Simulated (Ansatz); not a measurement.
# TaN (Fm-3m), two-dimensional strain map

Level of theory: DFT PBEsol, scalar-relativistic, plane waves, PAW in Ansatz. The runs took a 420 eV cutoff, a Γ-centred 18×18×18 mesh and Gaussian smearing (0.15 eV). Spin–orbit coupling is left out, which can shift energies with elements as heavy as these. No spin polarisation. Energies are free energies at this smearing, counted from the undisturbed cell; pressure is positive in compression.

The starting cell (as given, not relaxed at this level; it stands at 4.4 GPa; this rock-salt form isn't the usual structure):

```xyz
2
Lattice="0.0000 2.1790 2.1790 2.1790 0.0000 2.1790 2.1790 2.1790 0.0000" Properties=species:S:1:pos:R:3 pbc="T T T"
Ta    2.1790    2.1790    2.1790
N     0.0000    0.0000    0.0000
```

The cell is strained by p along both x and y and by q along z, fractional coordinates fixed. Points are written (p, q).

Energy above the undisturbed cell in meV/atom (a dash: not computed):

```csv
p \ q,-0.050,-0.025,0.000,0.025,0.050
-0.050,365.6,269.2,218.4,198.3,197.7
-0.025,178.9,95.4,57.6,52.8,68.7
0.000,96.7,25.6,0.0,7.9,38.4
0.025,92.6,35.2,21.4,40.8,83.9
0.050,143.6,102.1,101.7,132.5,186.7
```

Pressure in GPa:

```csv
p \ q,-0.050,-0.025,0.000,0.025,0.050
-0.050,85.2,68.8,55.7,45.4,37.3
-0.025,53.1,38.2,26.4,17.2,10.2
0.000,28.7,15.1,4.4,-3.8,-10.1
0.025,10.6,-2.0,-11.8,-19.3,-24.9
0.050,-2.6,-14.4,-23.5,-30.4,-35.5
```